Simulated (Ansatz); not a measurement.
TiAl3:
```
CELL_PARAMETERS angstrom
      3.91125     0.00000     0.00000
      0.00000     3.91125     0.00000
      0.00000     0.00000     3.91125
ATOMIC_POSITIONS crystal
  Ti 0.00000 0.00000 0.00000
  Al 0.50000 0.50000 0.00000
  Al 0.00000 0.50000 0.50000
  Al 0.50000 0.00000 0.50000
```

This is the LDA-relaxed structure.

Question: All from LDA (plane waves, PAW; program Ansatz), unless another level is named. Give the bulk modulus (Birch–Murnaghan fit).

Answer: 1170 kbar.

Question: And the highest zone-centre frequency?

Answer: 358 cm⁻¹.

Space group Pm-3m (Cu3Au type). The workflow started from a Materials Project entry (that database holds measured and hypothetical structures alike); the Crystallography Open Database copy checked does not list it. Its standing as an ambient phase is unchecked. Symmetry was held in the LDA relaxation; its stability against distortions is not shown here. The run is not spin-polarised. As this level gives no gap, phonon frequencies hold no LO–TO term and depend on the k-mesh and smearing (Fermi–Dirac, 0.1 eV here).

Potentials: the later of the program's two PAW sets.
